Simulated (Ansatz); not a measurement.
Relaxed-ion elastic tensor of CuAu3 (Cu3Au type, space group No. 221) in GPa (Voigt order), plane-wave PAW PBEsol (Ansatz code); density 17.31 g/cm³, 15.69 Å³ per atom.

|  | 1 | 2 | 3 | 4 | 5 | 6 |
|---|---|---|---|---|---|---|
| 1 | 202 | 158 | 158 | 0.0 | 0.0 | 0.0 |
| 2 | 158 | 202 | 158 | 0.0 | 0.0 | 0.0 |
| 3 | 158 | 158 | 202 | 0.0 | 0.0 | 0.0 |
| 4 | 0.0 | 0.0 | 0.0 | 46.1 | 0.0 | 0.0 |
| 5 | 0.0 | 0.0 | 0.0 | 0.0 | 46.1 | 0.0 |
| 6 | 0.0 | 0.0 | 0.0 | 0.0 | 0.0 | 46.1 |

Is the crystal mechanically stable?

Yes: the smallest eigenvalue of C is 43.5 GPa.

Work out the Voigt, Reuss and Hill averages.

K_V = 173, K_R = 173, K_H = 173; G_V = 36.3, G_R = 31.8, G_H = 34.1 GPa.

Give Young's modulus, Poisson's ratio, Pugh's ratio and the universal anisotropy index.

E = 9KG/(3K + G) = 95.9 GPa; ν = 0.41; K/G = 5.07 (ductile by the Pugh limit of 1.75); A_U = 5G_V/G_R + K_V/K_R − 6 = 0.71.

Estimate the sound speeds and the Debye temperature.

v_l = √((K + 4G/3)/ρ) = 3550 m/s, v_t = √(G/ρ) = 1400 m/s, mean 1590 m/s; Θ = (h/k)(3n/4πV)^(1/3) v_m = 189 K.

Give the Zener ratio and Young's modulus along [100], [110] and [111].

A = 2C44/(C11 − C12) = 2.12; 1/E = S11 − 2(S11 − S12 − S44/2)Γ with Γ = 0, 1/4, 1/3 gives 62.6, 101, 127 GPa.

Solve the Christoffel equation for the three sound speeds along [100], [110], [111].

Eigenvalues of C_ijkl n_j n_l equal ρv². In km/s, slowest first: [100] 1.63, 1.63, 3.41; [110] 1.12, 1.63, 3.61; [111] 1.31, 1.31, 3.68.

Space group Pm-3m (Cu3Au type). The workflow started from a Materials Project entry (that database holds measured and hypothetical structures alike); the Crystallography Open Database files this formula in space group No. 221, but the cells were not matched. Its standing as an ambient phase is unchecked. The PBEsol relaxation kept the symmetry of its start; of distortions, only those at the zone centre were tested. No spin polarisation was allowed. As this level gives no gap, shear constants depend on the k-mesh and smearing (Fermi–Dirac, 0.1 eV here). Scalar-relativistic: spin–orbit coupling is off unless named, which matters more the heavier the elements.

Potentials: the later of the program's two PAW sets.
